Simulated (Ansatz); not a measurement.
## Calculation log, Li (Fm-3m) (elastic constants by finite strains)

Method: PBEsol, all-electron LAPW in Ansatz 0.2.0, scalar-relativistic.

The cell comes from a PAW relaxation under the same functional.

The structure is one entry of a database and needn't be the stable phase.

Command line:

```sh
ansatz run input.yaml --threads 1 --pin off --max-ram 2560MiB --backend cpu --events-out ev --progress --plain --runs-dir out
```

Input:

```yaml
crystal:
  lattice:
    - [0.0, 2.15976172665, 2.15976172665]
    - [2.15976172665, 0.0, 2.15976172665]
    - [2.15976172665, 2.15976172665, 0.0]
  atoms:
    - { symbol: Li, position: [0.0, 0.0, 0.0] }
kpoints:
  mp_grid: { grid: [24, 24, 24] }
scf:
  occupations: { method: fermi_dirac, width: 0.05 }
hamiltonian:
  xc: pbesol
  pseudopotentials: { kind: all_electron, lapw: { basis_error: 0.001 } }
elastic:
  mode: relaxed_ion
  stencil: two_point
  amplitude: 0.008
```

The program printed:

```
Warning: RAYON_NUM_THREADS=1 ignored (pool sized by the plan → 1); use --threads N
LAPW: plane waves up to 4.392 Å⁻¹, error target 1.0e-3 eV per atom; small_component_spin mean_spin; Li in spheres of 1.481 Å, 3 of its electrons in bands, Dirac shells [] (how accurate: ...
Engine: ansatz 0.2.0, aarch64-unknown-linux-gnu
Pseudopotentials: kind: all_electron
Pseudopotential: Li, LAPW, valence charge 3, lapw/all_electron/scalar/gaussian/Li, Koelling and Harmon's equation, gaussian nucleus
Functional definition: PBEsol
  exchange = pbesol_x
  correlation = pbesol_c
Crystal: 1 atoms, lattice volume = 20.149 Å³
Basis set: ecut = 73.50114571860104 eV, 27 PW (Γ), exchange–correlation at level 2
Bands: 6, of which v1, the nominal top of the filled ones, is band 2 counted from 1 (1 counted from 0)
Symmetry: 48 space group operations
Space group: Fm-3m (ITA 225), of the structure as read, at distance tolerance 2.7e-5 Å
k-points: 413 of 13824
Non-local potential: Li, projectors of the file, none
Initial density: superposition of atomic densities (chi_scale 0.1, normalization cell)
Initial wavefunctions: plane waves of lowest kinetic energy (no species holds an atomic orbital)
[... 89 lines left out ...]
         0.000      0.000     -0.000     -0.000     -0.000      8.705
  reference stress σ⁰ (GPa):     -0.034     -0.034     -0.034      0.000      0.000     -0.000
  no Pulay correction (none for the plane-wave cutoff is built on LAPW): the batch's stresses and constants are at fixed plane waves
  C* (energy form; C + prestress term) asymmetry max|C*_kj − C*_jk| = 1.776e-15 GPa — a small one proves nothing (zero by symmetry where the batch's group is 432, −43m or m−3m); a large one is finite-difference/SCF noise where ...
  moduli (Voigt/Reuss/Hill, GPa): K = 13.72/13.72/13.72   G = 5.63/2.16/3.90   E = 10.68   ν = 0.370
  mechanically stable: yes (min eigenvalue of sym C = 2.03 GPa)
  where every solve meets its electron count the energy-path curvature estimates C_jj along a normal strain and C_jj − ¼(σ⁰_aa + σ⁰_bb) along a shear (ab), closely only under elastic.basis: deformed
  strain η (Voigt 11):  stress-route row diagonal C_11 = 15.08 GPa, energy-path curvature d²(F+E_count)/dδ²/Ω₀ = 15.03 GPa
         δ    σ_11 (GPa)             F (eV)   n_scf  n_hpsi   n_pw
    -8.000e-3      -0.1542        -203.0023693       5  161896     34   relax 0 steps, max|allowed force component| 0.00e0 eV/Å
     8.000e-3       0.0870        -203.0024374       5  161796     34   relax 0 steps, max|allowed force component| 0.00e0 eV/Å
  strain η (Voigt 23):  stress-route row diagonal C_44 = 8.71 GPa, energy-path curvature d²(F+E_count)/dδ²/Ω₀ = 8.70 GPa
         δ    σ_23 (GPa)             F (eV)   n_scf  n_hpsi   n_pw
    -8.000e-3      -0.0696        -203.0024288       4  258905     34   relax 0 steps, max|allowed force component| 0.00e0 eV/Å
     8.000e-3       0.0696        -203.0024288       4  258307     34   relax 0 steps, max|allowed force component| 0.00e0 eV/Å
```

The calculation finished and met its thresholds.

### Elastic moduli

Elastic constants of a crystal by Kohn-Sham DFT: slopes of the stress over finite engineering strains of the given cell, Voigt indices, Cartesian axes as in the input; Hill averages of a grain aggregate, Debye temperature from the mean sound speed over directions.

```
Bulk modulus                     : 13.72 GPa
Shear modulus                    : 3.896 GPa
Young modulus                    : 10.68 GPa
Poisson ratio                    : 0.3703
Bulk over shear modulus          : 3.522
Elastic anisotropy index         : 8.02
Least young modulus              : 2.975 GPa
Largest young modulus            : 21.56 GPa
Longitudinal sound speed         : 5751 m/s
Transverse sound speed           : 2610 m/s
Elastic debye temperature        : 299.3 K
Linear compressibility (x, y, z) : 24.29, 24.29, 24.29 1/TPa
Zener ratio                      : 8.567
Cauchy pressure                  : 4.34 GPa
```

**Strained cells**

Stress of each strained cell less that at rest, tension positive.

```tsv
strain component	strain	stress xx (GPa)	stress yy (GPa)	stress zz (GPa)	stress yz (GPa)	stress xz (GPa)	stress xy (GPa)	relaxation steps
xx	-0.008	-0.1203	-0.1072	-0.1072	0	0	0	0
xx	0.008	0.1209	0.1015	0.1015	0	0	0	0
yz	-0.008	0.0018	-0.0011	-0.0011	-0.0696	0	0	0
yz	0.008	0.0018	-0.0011	-0.0011	0.0696	0	0	0
```

**Elastic constants**

| Quantity | Value |
| --- | --- |
| Pressure at rest | 0.034 GPa |
| Least elastic eigenvalue | 2.03 GPa |
| Elastically stable | yes |

```tsv
index	elastic (GPa)
11	15.08
12	13.04
44	8.71
```

Limits of these numbers: responses of metals move with mesh and smearing.

It took 74 s on 1 thread of Arm Neoverse N1 (shared host), peak memory 0.44 GiB.
